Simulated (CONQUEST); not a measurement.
Worked example: self-consistent single point of CdTe (F-43m, 8 atoms in the cell; from Materials Project mp-406) in CONQUEST.

Computed with revPBE, numerical atomic orbitals double-zeta with polarisation (the shipped basis), PseudoDojo norm-conserving potentials made for PBE run with CONQUEST 1.3.

```yaml
crystal:
  lattice:
    - [6.56423, 0.00000, 0.00000]
    - [0.00000, 6.56423, 0.00000]
    - [0.00000, 0.00000, 6.56423]
  atoms:
    - { symbol: Cd, position: [0.00000, 0.00000, 0.00000] }
    - { symbol: Cd, position: [0.00000, 0.50000, 0.50000] }
    - { symbol: Cd, position: [0.50000, 0.00000, 0.50000] }
    - { symbol: Cd, position: [0.50000, 0.50000, 0.00000] }
    - { symbol: Te, position: [0.25000, 0.25000, 0.75000] }
    - { symbol: Te, position: [0.25000, 0.75000, 0.25000] }
    - { symbol: Te, position: [0.75000, 0.25000, 0.25000] }
    - { symbol: Te, position: [0.75000, 0.75000, 0.75000] }
```

Reference input (self-consistent single point, DFT, PBE, numerical atomic orbitals double-zeta with polarisation (the shipped basis), PseudoDojo norm-conserving potentials made for PBE): basis = DZP; Diag.MPMeshX, Y, Z = 5 5 5; potentials = PseudoDojo norm-conserving PBE; Grid.GridCutoff = 140 Ha; DM.SolutionMethod = diagon; Diag.kT = 0.000367 Ha; Diag.GammaCentred = true; minE.SCTolerance = 1.0e-06; SC.MaxIters = 100; SC.LinearMixingFactor = 0.3; AtomMove.TypeOfRun = static. This run's input differs from it in these lines:

```diff
@@ -14,2 +14,4 @@
 %endblock
+General.DifferentFunctional    T
+General.FunctionalType         102
```

Output (repeated stretches shortened):

```
    new_SC_potl: Starting.  Tolerance:  0.10000E-05

    PulayMixSC: Starting Pulay mixing, A_up =  0.300 A_dn =  0.300
    PulayMixSC: Spin non-polarised calculation.
          Harris-Foulkes Energy            :     -1121.115654467144850 Ha
          (TS=0 as O(N) or entropic contribution is negligible)
          DFT Total Energy                 :     -1121.022365774673290 Ha
          Total number of electrons        :       143.999999999977263
    PulayMixSC: Pulay iteration     1 residual:              0.76759E-03
          Harris-Foulkes Energy            :     -1121.078799958544778 Ha
   [... lines left out ...]
          (TS=0 as O(N) or entropic contribution is negligible)
          DFT Total Energy                 :     -1121.073864985712817 Ha
          Total number of electrons        :       144.000154591881113
    PulayMixSC: Pulay iteration     6 residual:              0.31735E-05
          Harris-Foulkes Energy            :     -1121.073865257592843 Ha
          (TS=0 as O(N) or entropic contribution is negligible)
          DFT Total Energy                 :     -1121.073865256176759 Ha
          Total number of electrons        :       144.000154461262895
    PulayMixSC: Pulay iteration     7 residual:              0.15923E-06
    PulayMixSC: Reached SCF tolerance of  0.15923E-06 after      7 iterations
      | Number of electrons      =       144.000154
      |* band energy as 2Tr[K.H] =      -180.285139464191559 Ha
      |  screened ion-ion energy =      -893.514606641673822 Ha
      |  Ha correction           =         3.887736426250202 Ha
      |  XC correction           =       -51.161849806338793 Ha
      |* Harris-Foulkes energy   =     -1121.073865257592843 Ha
      |* DFT total energy        =     -1121.073865256176759 Ha
      |  estimated accuracy      =        -0.000000001416083 Ha

    force: Forces on atoms (Ha/A )
    force:  Atom   X              Y              Z
    force:     1   0.0000000000  -0.0000000000   0.0000000000
   [... zero for the other atoms too ...]

    force: Maximum force :        0.00000000(Ha/A ) on atom         4 in z direction
    force: Force Residual:        0.00000000 Ha/A
    force: Total stress:         -2.66264962     0.00000000     0.00000000 GPa
                             0.00000000    -2.66264962    -0.00000000
                             0.00000000    -0.00000000    -2.66264962
    force: Average pressure:      2.66264962 GPa

    force: Finished force
    get_E_and_F: Change in energy during last step of electronic optimisation:  0.37683E-06
```

The run converged in 7 iterations. CONQUEST prints the stress tensor with tension positive. Against the reference run the pressure goes from 1.48 to 2.66 GPa.

Spin-orbit coupling is left out, which matters for bands and gaps with elements this heavy. The program uses no crystal symmetry, so grid and mesh can part values that symmetry would make equal. The atom-centred basis is finite, which shifts total energies and pressures against plane waves. The potentials were made for another functional than the one used. The structure comes from a collection of computed structures, made at another level of theory; the collection holds predicted forms beside known ones.

Cost on one core: about 80 core-seconds (a rough figure).
